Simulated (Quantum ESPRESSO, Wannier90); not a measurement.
Wannier functions of KMgH₃ (cubic perovskite)

Cell from Materials Project (mp-23737), symmetrised, no further relaxation. COD (Crystallography Open Database) records the formula in this space group. Ideal cubic forms of this type are often high-temperature phases that distort on cooling; symmetry holds the cell here, and its stability was not tested. Computed values, not measurements, from LDA: Quantum ESPRESSO (norm-conserving PseudoDojo potentials, cutoff 68 Ry, no spin polarisation, no spin-orbit coupling) on a Γ-centred 8×8×8 mesh, then Wannier90. Density: 8×8×8 mesh, cold smearing 0.01 Ry.

On the energy scale of pw.x, whose zero is arbitrary, the valence-band maximum lies at 3.21 eV.

Input w.win:

```
num_bands = 15
num_wann = 8
exclude_bands = 1-8
num_iter = 800
conv_tol = 1.0e-6
conv_window = 4
dis_num_iter = 1000
dis_conv_tol = 1.0e-6
dis_froz_max = 8.84
write_hr = true
write_u_matrices = true
begin projections
f=-0.01175,-0.00404,-0.00168: s
f=0.50554,0.48923,0.49677: s;p
f=0.50457,-0.00799,0.50851: s
f=-0.00222,0.49147,0.50892: s
f=0.49659,0.51101,0.00493: s
end projections
begin unit_cell_cart
ang
    3.9881000000    0.0000000000    0.0000000000
    0.0000000000    3.9881000000    0.0000000000
    0.0000000000    0.0000000000    3.9881000000
end unit_cell_cart
begin atoms_frac
K    0.0000000000  0.0000000000  0.0000000000
Mg   0.5000000000  0.5000000000  0.5000000000
H    0.5000000000  0.0000000000  0.5000000000
H    0.0000000000  0.5000000000  0.5000000000
H    0.5000000000  0.5000000000  0.0000000000
end atoms_frac
mp_grid = 8 8 8
begin kpoints
0.0000000000 0.0000000000 0.0000000000
0.0000000000 0.0000000000 0.1250000000
0.0000000000 0.0000000000 0.2500000000
... (509 more lines: the 8x8x8 mesh through Gamma)
end kpoints
```

Input of pw2wannier90.x that gives the overlap and projection files (equivalent; here they were cut from one run over all bands):

```
&inputpp
  outdir = './out'
  prefix = 'pwscf'
  seedname = 'w'
  write_amn = .true.
  write_mmn = .true.
/
```

Output w.wout (banner and timings cut):

```
                                    ------
                                    SYSTEM
                                    ------

                              Lattice Vectors (Ang)
                    a_1     3.988100   0.000000   0.000000
                    a_2     0.000000   3.988100   0.000000
                    a_3     0.000000   0.000000   3.988100

                   Unit Cell Volume:      63.43050  (Ang^3)

                        Reciprocal-Space Vectors (Ang^-1)
                    b_1     1.575483   0.000000   0.000000
                    b_2     0.000000   1.575483   0.000000
                    b_3     0.000000   0.000000   1.575483

 *----------------------------------------------------------------------------*
 |   Site       Fractional Coordinate          Cartesian Coordinate (Ang)     |
 +----------------------------------------------------------------------------+
 | k    1   0.00000   0.00000   0.00000   |    0.00000   0.00000   0.00000    |
 | mg   1   0.50000   0.50000   0.50000   |    1.99405   1.99405   1.99405    |
 | h    1   0.50000   0.00000   0.50000   |    1.99405   0.00000   1.99405    |
 | h    2   0.00000   0.50000   0.50000   |    0.00000   1.99405   1.99405    |
 | h    3   0.50000   0.50000   0.00000   |    1.99405   1.99405   0.00000    |
 *----------------------------------------------------------------------------*
                                ------------
                                K-POINT GRID
                                ------------

             Grid size =  8 x  8 x  8      Total points =  512

 *---------------------------------- MAIN ------------------------------------*
 |  Number of Wannier Functions               :                 8             |
 |  Number of Objective Wannier Functions     :                 8             |
 |  Number of input Bloch states              :                15             |
 |  Output verbosity (1=low, 5=high)          :                 1             |
 |  Timing Level (1=low, 5=high)              :                 1             |
 |  Optimisation (0=memory, 3=speed)          :                 3             |
 |  Length Unit                               :               Ang             |
 |  Post-processing setup (write *.nnkp)      :                 F             |
 |  Using Gamma-only branch of algorithms     :                 F             |
 *----------------------------------------------------------------------------*
 *------------------------------- WANNIERISE ---------------------------------*
 |  Total number of iterations                :               800             |
 |  Number of CG steps before reset           :                 5             |
 |  Trial step length for line search         :             2.000             |
 |  Convergence tolerence                     :         0.100E-05             |
 |  Convergence window                        :                 4             |
 |  Iterations between writing output         :                 1             |
 |  Iterations between backing up to disk     :               100             |
 |  Write r^2_nm to file                      :                 F             |
 |  Write xyz WF centres to file              :                 F             |
 |  Write on-site energies <0n|H|0n> to file  :                 F             |
 |  Use guiding centre to control phases      :                 F             |
 |  Use phases for initial projections        :                 F             |
 *----------------------------------------------------------------------------*
 *------------------------------- DISENTANGLE --------------------------------*
 |  Using band disentanglement                :                 T             |
 |  Total number of iterations                :              1000             |
 |  Mixing ratio                              :             0.500             |
 |  Convergence tolerence                     :         1.000E-06             |
 |  Convergence window                        :                 3             |
 *----------------------------------------------------------------------------*
 *-------------------------------- PLOTTING ----------------------------------*
 |  Plotting Hamiltonian in WF basis          :                 T             |
 *----------------------------------------------------------------------------*

       ... (k-mesh section left out)

 Starting a new Wannier90 calculation ...

 Reading overlaps from w.mmn

 Reading projections from w.amn

 *------------------------------- DISENTANGLE --------------------------------*
 +----------------------------------------------------------------------------+
 |                              Energy  Windows                               |
 |                              ---------------                               |
 |                   Outer:   -2.52089  to   19.55198  (eV)                   |
 |                   Inner:   -2.52089  to    8.84000  (eV)                   |
 +----------------------------------------------------------------------------+
   Number of target bands to extract:    8

                   Unitarised projection of Wannier functions
                   ------------------------------------------
   A_mn = <psi_m|g_n> --> S = A.A^+ --> U = S^-1/2.A
   In dis_project... done
   Using an inner window (linner = T)
   In dis_proj_froz... done

                   Extraction of optimally-connected subspace
                   ------------------------------------------
 +---------------------------------------------------------------------+<-- DIS
 |  Iter     Omega_I(i-1)      Omega_I(i)      Delta (frac.)           |<-- DIS
 +---------------------------------------------------------------------+<-- DIS
       1      63.00371430      51.56245600       2.219E-01    <-- DIS
       2      53.10122377      46.02142483       1.538E-01    <-- DIS
       3      48.51426671      42.84482670       1.323E-01    <-- DIS
       4      44.84520692      40.48914947       1.076E-01    <-- DIS
       5      42.00190009      38.62956183       8.730E-02    <-- DIS
       6      39.76493632      37.10628733       7.165E-02    <-- DIS
       ... (lines left out)
     101      22.95967026      22.95086585       3.836E-04    <-- DIS
       ... (lines left out)
     201      22.86850287      22.86806476       1.916E-05    <-- DIS
       ... (lines left out)
     301      22.86176953      22.86170853       2.668E-06    <-- DIS
       ... (lines left out)
     359      22.86031342      22.86029087       9.862E-07    <-- DIS
     360      22.86029476      22.86027261       9.689E-07    <-- DIS
     361      22.86027627      22.86025451       9.519E-07    <-- DIS

             <<<      Delta < 1.000E-06  over  3 iterations     >>>
             <<< Disentanglement convergence criteria satisfied >>>

        Final Omega_I    22.86025451 (Ang^2)

 +----------------------------------------------------------------------------+

 Writing checkpoint file w.chk... done

 *------------------------------- WANNIERISE ---------------------------------*
 +--------------------------------------------------------------------+<-- CONV
 | Iter  Delta Spread     RMS Gradient      Spread (Ang^2)            |<-- CONV
 +--------------------------------------------------------------------+<-- CONV

 ------------------------------------------------------------------------------
 Initial State
  WF centre and spread    1  (  0.015525, -0.406720, -0.297214 )    14.38293445
  WF centre and spread    2  (  1.963265,  1.616341,  1.877786 )    22.63025035
  WF centre and spread    3  (  2.140596,  0.811251,  2.036661 )    15.62421448
  WF centre and spread    4  (  2.051201,  2.129753,  1.329697 )    21.50423151
  WF centre and spread    5  (  2.029145,  1.910125,  1.550206 )    18.07800832
  WF centre and spread    6  (  1.999251, -0.037904,  1.951578 )     4.08925840
  WF centre and spread    7  (  0.000293,  1.980973,  1.920685 )     4.96761498
  WF centre and spread    8  (  1.998066,  1.885813,  0.007021 )     4.29794030
  Sum of centres and spreads ( 12.197341,  9.889631, 10.376420 )   105.57445278

      0     0.106E+03     0.0000000000      105.5744527796  <-- CONV
        O_D=     29.6725967 O_OD=     53.0416015 O_TOT=    105.5744528 <-- SPRD
 ------------------------------------------------------------------------------
      1    -0.839E+00    11.6055596499      104.7358808988  <-- CONV
        O_D=     28.8284663 O_OD=     53.0471601 O_TOT=    104.7358809 <-- SPRD
      2    -0.569E+01     8.0284875086       99.0468699918  <-- CONV
        O_D=     23.1829071 O_OD=     53.0037083 O_TOT=     99.0468700 <-- SPRD
      3    -0.859E+01     4.7750641904       90.4546726459  <-- CONV
        O_D=     15.3964223 O_OD=     52.1979958 O_TOT=     90.4546726 <-- SPRD
      4     0.145E+03     5.2902541198      235.2652598052  <-- CONV
        O_D=    117.3779379 O_OD=     95.0270674 O_TOT=    235.2652598 <-- SPRD
      5    -0.547E+01    26.8565156008      229.7975658212  <-- CONV
        O_D=    112.2135684 O_OD=     94.7237429 O_TOT=    229.7975658 <-- SPRD
       ... (lines left out)
    100    -0.180E-02     0.7760307530       47.8189850569  <-- CONV
        O_D=      4.2163863 O_OD=     20.7423442 O_TOT=     47.8189851 <-- SPRD
       ... (lines left out)
    200    -0.101E-01     0.3033568280       44.6491734320  <-- CONV
        O_D=      3.8584835 O_OD=     17.9304355 O_TOT=     44.6491734 <-- SPRD
       ... (lines left out)
    300    -0.129E+00     2.2644978490       43.6099795208  <-- CONV
        O_D=      3.6542688 O_OD=     17.0954563 O_TOT=     43.6099795 <-- SPRD
       ... (lines left out)
    400    -0.132E+00     8.2783061548       43.1520785747  <-- CONV
        O_D=      3.4561850 O_OD=     16.8356391 O_TOT=     43.1520786 <-- SPRD
       ... (lines left out)
    500    -0.342E-02     0.0720540902       31.4959184579  <-- CONV
        O_D=      1.2556605 O_OD=      7.3800035 O_TOT=     31.4959185 <-- SPRD
       ... (lines left out)
    600    -0.176E-04     0.0052864543       31.4455415993  <-- CONV
        O_D=      1.2868600 O_OD=      7.2984271 O_TOT=     31.4455416 <-- SPRD
       ... (lines left out)
    700    -0.584E-06     0.0007293890       31.4448471895  <-- CONV
        O_D=      1.2923128 O_OD=      7.2922798 O_TOT=     31.4448472 <-- SPRD
    701    -0.364E-06     0.0009888313       31.4448468260  <-- CONV
        O_D=      1.2922967 O_OD=      7.2922957 O_TOT=     31.4448468 <-- SPRD
    702    -0.342E-06     0.0011913663       31.4448464844  <-- CONV
        O_D=      1.2923005 O_OD=      7.2922915 O_TOT=     31.4448465 <-- SPRD
             <<<     Delta < 1.000E-06  over  4 iterations     >>>
             <<< Wannierisation convergence criteria satisfied >>>
 Final State
  WF centre and spread    1  (  0.122208, -2.174684, -0.138745 )     5.76983228
  WF centre and spread    2  (  1.997557,  1.187862,  0.621696 )     5.33253541
  WF centre and spread    3  (  2.039708,  0.386028,  3.643582 )     4.63828327
  WF centre and spread    4  (  3.260699,  3.200404,  1.961134 )     4.99379986
  WF centre and spread    5  (  0.813119,  3.101997,  1.932514 )     5.76034383
  WF centre and spread    6  (  1.992931,  0.014522,  1.992510 )     1.49345948
  WF centre and spread    7  ( -0.005566,  1.994955,  1.992994 )     1.70580394
  WF centre and spread    8  (  1.995425,  1.983115, -0.063194 )     1.75078842
  Sum of centres and spreads ( 12.216079,  9.694200, 11.942491 )    31.44484648

         Spreads (Ang^2)       Omega I      =    22.860254511
        ================       Omega D      =     1.292300459
                               Omega OD     =     7.292291514
    Final Spread (Ang^2)       Omega Total  =    31.444846484
```
